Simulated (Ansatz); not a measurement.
TiO₂:
```
TiO2
1.0
   -1.88896     1.88896     4.79172
    1.88896    -1.88896     4.79172
    1.88896     1.88896    -4.79172
Ti O
2 4
Direct
  0.50000   0.50000   0.00000
  0.25000   0.75000   0.50000
  0.29271   0.29271   0.00000
  0.04271   0.54271   0.50000
  0.45729   0.95729   0.50000
  0.70729   0.70729   0.00000
```

Relaxed with r²SCAN. Special points in fractions of this cell's reciprocal vectors: Γ (0.000, 0.000, 0.000); X (0.000, 0.000, 0.500); P (0.250, 0.250, 0.250); N (0.000, 0.500, 0.000); M (0.500, 0.500, -0.500); S (0.289, 0.711, -0.289); S0 (-0.289, 0.289, 0.289); R (-0.078, 0.078, 0.500); G (0.500, 0.500, -0.078).

Q: List the band energies nearest the valence-band maximum at these points for the program Ansatz at the r²SCAN level (PAW).

A: In eV from the valence-band maximum; about four levels below and three above (degenerate sets whole), none deeper than 8.9 eV; points with the same levels are listed once.

```csv
k,below,above
Γ,-0.79 -0.79 -0.48 -0.48,2.53 3.24 4.44 4.44 4.44 4.44
X,-2.08 -2.08 -0.05 -0.05,3.71 3.71 4.18 4.18
P,-1.62 -1.62 -0.24 -0.24,3.93 3.93 3.97 3.97
N,-1.96 -0.97 -0.86 -0.68,3.65 3.93 3.98
M,-1.29 -1.29 -0.12 -0.12,2.87 2.87 4.19 4.19
S,-1.23 -0.96 -0.91 -0.84,3.63 3.89 3.96
R,-1.92 -1.92 -0.09 -0.09,3.68 3.68 4.12 4.12
```

Space group I4_1/amd (anatase). Symmetry was held in the r²SCAN relaxation. The run is not spin-polarised.

Potentials: the later of the program's two PAW sets.
